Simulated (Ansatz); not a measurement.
Here is the system:

TaW$_{3}$:
```cif
data_Ta4W12
_chemical_formula_sum 'Ta4 W12'
_space_group_name_H-M_alt 'Fm-3m'
_space_group_IT_number 225
_space_group_name_Hall '-F 4 2 3'
_cell_length_a 6.31632
_cell_length_b 6.31632
_cell_length_c 6.31632
_cell_angle_alpha 90.000
_cell_angle_beta 90.000
_cell_angle_gamma 90.000
loop_
_atom_site_label
_atom_site_type_symbol
_atom_site_symmetry_multiplicity
_atom_site_Wyckoff_symbol
_atom_site_fract_x
_atom_site_fract_y
_atom_site_fract_z
_atom_site_occupancy
Ta1 Ta 4 a 0.00000 0.00000 0.00000 1
W1 W 8 c 0.25000 0.25000 0.25000 1
W2 W 4 b 0.50000 0.50000 0.50000 1
```
(The calculation used a cell of 4 atoms; values per cell refer to that cell.)

This is the LDA-relaxed structure.

### Question
All from LDA in the plane-wave PAW code Ansatz, unless another level is named. Predict the Poisson's ratio.

### Answer
0.31.

### Question
What about the elastic constants (relaxed ions, GPa)?

### Answer
C11 = 518, C12 = 202, C44 = 123.

The workflow started from a Materials Project entry (that database holds measured and hypothetical structures alike); the Crystallography Open Database copy checked does not list it. With Ta and W taken as one species the cell has the higher symmetry Im-3m, so it may be an ordered model of a mixed-site phase. Its standing as an ambient phase is unchecked. Symmetry was held in the LDA relaxation; its stability against distortions is not shown here. The run is not spin-polarised. As this level gives no gap, shear constants depend on the k-mesh and smearing (Fermi–Dirac, 0.1 eV here). Spin–orbit coupling is left out wherever it is not named.

Potentials: the later of the program's two PAW sets.
